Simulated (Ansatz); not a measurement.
The elements of this relaxed trial crystal are hidden behind letters.

```
lattice vectors (Å)
   0.0000    3.8818    3.8818
   3.8818    0.0000    3.8818
   3.8818    3.8818    0.0000
fractional positions
X 0.5000 0.0000 0.0000
X 0.0000 0.5000 0.5000
X 0.0000 0.5000 0.0000
X 0.5000 0.0000 0.5000
X 0.0000 0.0000 0.5000
X 0.5000 0.5000 0.0000
Z 0.5000 0.5000 0.5000
```

The calculation used Ansatz 0.2.0, DFT PBE, scalar-relativistic, plane waves, PAW. Plane waves to 420 eV, an 8×8×8 mesh through Γ for the 7-atom cell and 0.10 eV Gaussian smearing; no spin polarisation.

- Space group: Fm-3m (No. 225)
- Conventional cell: a = 7.764 Å
- Volume per atom: 16.71 Å³
- Density: 2.03 g/cm³
- Energy over the elements: +0.24 eV/atom
- Gap on the 8×8×8 mesh of the 7-atom cell: 0 eV (a metal)

Energies are uncorrected and count from the elements' standard states at the same level.

Question: X is an s-block element of period 2 and Z is a d-block element of period 5. Which elements are they?

Answer: X = Li, Z = Ru, so the formula is Li6Ru. Density times volume gives a mean mass of 2.03 × 16.71/1.6605 = 20.4 u per atom, and this set has 20.4 u. Li has 2 Ru at 2.74 Å and 8 Li at 2.74 Å; Ru is surrounded by 12 Li at 2.74 Å. Other sets within the hints have nearly the same mass, so mass alone doesn't settle it; this one was computed.

Symmetry constrained the relaxation, so the result can be a saddle point.
